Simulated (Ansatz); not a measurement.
Be₅Au:
```
Be5Au
1.0
    0.00000     3.04861     3.04861
    3.04861     0.00000     3.04861
    3.04861     3.04861     0.00000
Be Au
5 1
Cartesian
  2.28799   3.80923   3.80923
  2.28799   2.28799   2.28799
  3.80923   3.80923   2.28799
  3.80923   2.28799   3.80923
  4.57291   4.57291   4.57291
  0.00000   0.00000   0.00000
```

Relaxed with r²SCAN. Special points in fractions of this cell's reciprocal vectors: Γ (0.000, 0.000, 0.000); X (0.500, 0.000, 0.500); U (0.625, 0.250, 0.625); K (0.375, 0.375, 0.750); L (0.500, 0.500, 0.500); W (0.500, 0.250, 0.750).

Problem. List the band energies nearest the Fermi level at these points for r²SCAN (plane waves, PAW; program Ansatz).

Solution. In eV from the Fermi level; about four levels below and three above (degenerate sets whole), none deeper than 8.9 eV; points with the same levels are listed once.

```csv
k,below,above
Γ,-4.51 -1.44 -1.44 -1.44,1.63 1.93 1.93 1.93
X,-5.14 -5.14 -3.67 -1.65,4.68 5.55 5.55
U,-5.69 -4.27 -3.04 -0.37,2.88 3.38 5.59
L,-6.71 -3.96 -2.76 -2.76,0.89 0.89 1.91
W,-5.95 -5.17 -1.35 -0.94,2.21 2.75 5.76
```

Space group F-43m. The first step of the workflow began from a Materials Project structure, measured or hypothetical; the Crystallography Open Database files this formula in space group No. 216, but the cells were not matched. Its standing as an ambient phase is unchecked. The r²SCAN relaxation kept the symmetry of its start; whether a distortion lowers the energy is not shown. Spin–orbit coupling is left out wherever it is not named.

Potentials: the later of the program's two PAW sets.
